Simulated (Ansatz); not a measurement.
Al2Cu in space group I4/mcm (No. 140; Al on 8h, Cu on 4a) at seven volumes, PBE in the plane-wave PAW code Ansatz, shape and atoms relaxed at each. One row is withheld.

```tsv
V (Å³/atom)	P (GPa)
13.573	11.60
14.020	7.07
14.468	3.25
14.915	0.00
15.363	?
15.810	-5.08
16.257	-7.05
```

### Question
Fit the shown pressures and predict the withheld one.

### Answer
P = (3/2)B₀(x^(7/2) − x^(5/2))[1 + (3/4)(B′ − 4)(x − 1)] with x = (V₀/V)^(2/3). Least squares on the six rows gives V₀ = 14.915 Å³/atom, B₀ = 99.4 GPa, B′ = 4.51. At V = 15.363, x = 0.9805 and P = -2.75 GPa. The run itself gave -2.75 GPa.

The PBE relaxation kept the symmetry of its start. The run is not spin-polarised.

Potentials: the later of the program's two PAW sets.
